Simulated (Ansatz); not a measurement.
CaC₂ in space group C2/m (No. 12; Ca on 2a, C on 4i), r²SCAN (plane waves, PAW; program Ansatz). The conduction-band minimum lies at M2, with 1 equivalent valley. Second derivatives d²E/dk² of the lowest band at one valley (eV·Å²), along Cartesian directions:

```csv
direction,d²E/dk²
[100],5.453
[010],21.79
[001],23.52
[110],13.62
[101],15.41
[011],22.66
```

Question: Find the principal effective masses, the density-of-states mass and the conductivity mass.

Answer: Off-diagonal terms follow from H_xy = H[110] − (H_xx + H_yy)/2, and m*/mₑ = 7.620 eV·Å² over each eigenvalue: 0.32, 0.35, 1.4. One valley's DOS mass (m₁m₂m₃)^(1/3) = 0.54, conductivity mass 3/(Σ 1/mᵢ) = 0.45 mₑ.

Question: What effective density of states Nc follows at 300 K for parabolic valleys?

Answer: Nc = 2.509e19 × 1 × (0.54)^(3/2) ≈ 1.0e19 cm⁻³.

The first step of the workflow began from a Materials Project structure, measured or hypothetical; the Crystallography Open Database copy checked does not list it. COD files the formula under space group No. 2. Its standing as an ambient phase is unchecked. The cell was relaxed with r²SCAN under the symmetry of its start; whether a distortion lowers the energy is not shown.

Potentials: the later of the program's two PAW sets.

Edges and masses are those of Kohn–Sham bands, whose gap is no quasiparticle gap.
